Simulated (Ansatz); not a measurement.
Input file for Ansatz (a program for electronic structure):

Ansatz 0.2 input:
```yaml
crystal:
  lattice:
    - [3.1418376282, 0.0, 0.0]
    - [0.0, 3.1418376282, 0.0]
    - [0.0, 0.0, 3.1418376282]
  atoms:
    - { symbol: Mo, position: [0.0, 0.0, 0.0] }
    - { symbol: W, position: [0.5, 0.5, 0.5] }
kpoints:
  mp_grid: { grid: [13, 13, 13] }
hamiltonian:
  xc: pbesol
  pseudopotentials: { kind: paw }
scf:
  occupations: { method: fermi_dirac, width: 0.1 }
phonons:
  method: dfpt
  response_accuracy: low
  eigenvectors: true
  rigid_motions: translations
```

Output (shortened):

```
Pseudopotential: Mo, paw, valence charge 14
Pseudopotential: W, paw, valence charge 14
Functional definition: PBEsol
Crystal: 2 atoms, lattice volume = 31.014 Å³
Basis set: ecut = 420 eV, 619 PW (Γ), exchange–correlation on 48×48×48 points (8 copies of the dense FFT grid, shifted against one another)
Bands: 18, of which v1, the nominal top of the filled ones, is band 14 counted from 1 (13 counted from 0)
Symmetry: 48 space group operations
k-points: 196 of 2197 (irreducible under 8 space group operations, time reversal used)
SCF iter   1: F=—  HF=-15154.072702 eV  |F-HF|=—  |Δ(HF+E_count)|=         —  Δρ=3.91e-3  dr2=2.16e-3  ethr=1.77e-3  ⟨swp⟩=5.0  Hψ=15201  notcnv=0
preconditioner: auto → none
SCF iter   2: F=—  HF=-15154.073138 eV  |F-HF|=—  |Δ(HF+E_count)|=   4.36e-4  Δρ=2.15e-3  dr2=6.18e-4  ethr=7.72e-6  ⟨swp⟩=2.1  Hψ=6681  notcnv=0
SCF iter   3: F=—  HF=-15154.073039 eV  |F-HF|=—  |Δ(HF+E_count)|=   9.93e-5  Δρ=1.89e-4  dr2=8.25e-6  ethr=2.21e-6  ⟨swp⟩=2.1  Hψ=4683  notcnv=0
SCF iter   4: F=—  HF=-15154.073036 eV  |F-HF|=—  |Δ(HF+E_count)|=   2.87e-6  Δρ=3.60e-5  dr2=1.52e-7  ethr=2.95e-8  ⟨swp⟩=2.1  Hψ=5728  notcnv=0
SCF iter   5: F=—  HF=-15154.073035 eV  |F-HF|=—  |Δ(HF+E_count)|=   4.84e-7  Δρ=6.17e-6  dr2=1.11e-8  ethr=5.43e-10  ⟨swp⟩=2.3  Hψ=4599  notcnv=0
SCF iter   6: F=—  HF=-15154.073035 eV  |F-HF|=—  |Δ(HF+E_count)|=   2.56e-9  Δρ=1.31e-6  dr2=2.97e-10  ethr=3.97e-11  ⟨swp⟩=2.6  Hψ=5793  notcnv=0
SCF iter   7: F=-15154.073035 eV  HF=-15154.073035 eV  |F-HF|=1.82e-12  |Δ(HF+E_count)|=  1.18e-10  Δρ=1.51e-7  dr2=3.72e-12  ethr=1.00e-12  ⟨swp⟩=4.2  Hψ=17179  notcnv=0
SCF 1 converged in 7 iterations: F = -15154.073035 eV  dr2 = 3.72e-12
DFPT response loops at Γ: preconditioner auto → Kerker (q_TF=auto, 2.682 Å⁻¹) (partly filled bands, converged f_vac=0.000) …
SCF converged after 7 iterations
Free energy (F): -15154.073035 eV
Harris-Foulkes:  -15154.073035 eV  (|F-HF|=1.82e-12)
Internal energy: -15154.037239 eV  (E = F + TS)
E sigma→0 (E₀):  -15154.055137 eV
Entropy (-TS):   -0.035796 eV (-17.898 meV/atom)
Fermi energy:    22.081092 eV
--- Per-component energies (eV) ---
  E_band       = -129.555108
  E_kinetic    = 892.051413
  E_local      = -1364.825849  (includes V_loc(G=0)·N_el)
  E_nonlocal   = 147.626930
  E_hartree    = 467.751583
  E_xc         = -448.083791
  E_vxc        = -467.730579  (∫ρ·V_xc dr)
  E_paw        = -11579.844598  (= ΣΔE_a)
  E_vpaw       = -272.180137  (= ΣTr[D̂ρ^β])
  E_aug_tail   = -0.000025  (compensation charges beyond the density's cutoff)
  E_ewald      = -3269.143994
  E_core_change = 0.431092  (= ΣΔE_core)
  E_smearing   = -0.035796  (= −TS)
  E_closure    = 0.000000  (closes the sum)
  Σ components = -15154.073035   (vs F -15154.073035, Δ=0.00e0)
  [band-id]    e_kinetic+e_local+e_nonlocal+2·e_hartree+e_vxc+e_vpaw+e_augmentation_tail = -129.555081   (vs E_band -129.555108, Δ=2.73e-5)
--- Band table (eV; the first three rows and the last of 196) ---
  k-point 0: bands = ["-51.9471", "-38.7800", "-16.1611", "-16.1611", "-16.1611", "-12.7210", "-12.7210", "-12.7210", "13.5123", "16.3197", "16.3197", "20.7580", "20.7580", "20.7580", "24.0471", "24.0471", "26.7818", "26.7818"]
  k-point 1: bands = ["-51.9465", "-38.7790", "-16.1715", "-16.1566", "-16.1566", "-12.7427", "-12.7245", "-12.7245", "13.6529", "16.3930", "16.4391", "20.7459", "20.7459", "20.8207", "23.8428", "24.1175", "26.2725", "26.2725"]
  k-point 2: bands = ["-51.9447", "-38.7764", "-16.2003", "-16.1442", "-16.1442", "-12.8025", "-12.7346", "-12.7346", "14.0617", "16.6121", "16.7750", "20.7232", "20.7232", "21.0076", "23.2823", "24.3188", "25.2539", "25.2539"]
  k-point 195: bands = ["-51.9164", "-38.7180", "-16.3078", "-16.3027", "-16.3027", "-13.0309", "-13.0309", "-13.0231", "18.7900", "19.0573", "19.0573", "19.4934", "19.4934", "19.6035", "24.5677", "24.5677", "25.4017", "25.4017"]
--- Phonons (Γ-DFPT): 2 representative perturbations + reference, on 196 of 2197 k-points (Σ response iterations 4) ---
  ASR residual: 1.707e-3 → 0.000e0 eV/Å²; symmetrization residual: 4.038e-5 eV/Å²
  ASR residual per site (eV/Å²): 8.24e-4 1.71e-3
  Γ frequencies (cm⁻¹): 0.00 0.00 0.00 185.54 185.54 185.54
  non-analytic LO–TO correction: not included (Born effective charges unavailable; polar crystals: no LO–TO splitting at Γ)
```

Cost: roughly 19 core-seconds on shared cores.

Space group Pm-3m (CsCl type). The start of the workflow was typed in or built on a structure type; neither database checked (COD, Materials Project) lists it. Whether it is the stable phase at ambient conditions was not checked. Symmetry was held in the PBEsol relaxation; whether a distortion lowers the energy is not shown. The run is not spin-polarised. As this level gives no gap, phonon frequencies hold no LO–TO term and depend on the k-mesh and smearing (Fermi–Dirac, 0.1 eV here). Spin–orbit coupling is left out wherever it is not named.

Potentials: the later of the program's two PAW sets.

Ansatz is a plane-wave DFT program.
